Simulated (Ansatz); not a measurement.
Si2W in space group P6_222 (No. 180; Si on 6j, W on 3d), r²SCAN (plane waves, PAW; program Ansatz). The conduction-band minimum lies at M, with 3 equivalent valleys. Second derivatives d²E/dk² of the lowest band at one valley (eV·Å²), along Cartesian directions:

| direction | d²E/dk² |
|---|---|
| [100] | 24.34 |
| [010] | 16.39 |
| [001] | 23.37 |
| [110] | 20.34 |
| [101] | 23.86 |
| [011] | 19.87 |

### Question
Find the principal effective masses, the density-of-states mass and the conductivity mass.

### Answer
Off-diagonal terms follow from H_xy = H[110] − (H_xx + H_yy)/2, and m*/mₑ = 7.620 eV·Å² over each eigenvalue: 0.31, 0.33, 0.46. One valley's DOS mass (m₁m₂m₃)^(1/3) = 0.36, conductivity mass 3/(Σ 1/mᵢ) = 0.36 mₑ.

### Question
What effective density of states Nc follows at 300 K for parabolic valleys?

### Answer
Nc = 2.509e19 × 3 × (0.36)^(3/2) ≈ 1.6e19 cm⁻³.

### Question
With the computed static dielectric constant 50.9 (mean of the diagonal), estimate a hydrogenic donor's binding energy and radius.

### Answer
E = 13.606 eV × 0.36/50.9² ≈ 1.9 meV; a = 0.529 Å × ε/m* ≈ 75 Å. Semilocal masses tend to be too small where the gap is.

The first step of the workflow began from a Materials Project structure, measured or hypothetical; the Crystallography Open Database copy checked does not list it. It is not the phase usual at ambient conditions (space group No. 139). The cell was relaxed with r²SCAN under the symmetry of its start; phonons on a q-mesh show no instability. The run is not spin-polarised. Scalar-relativistic: spin–orbit coupling is off unless named, which matters more the heavier the elements.

Potentials: the earlier of the program's two PAW sets.
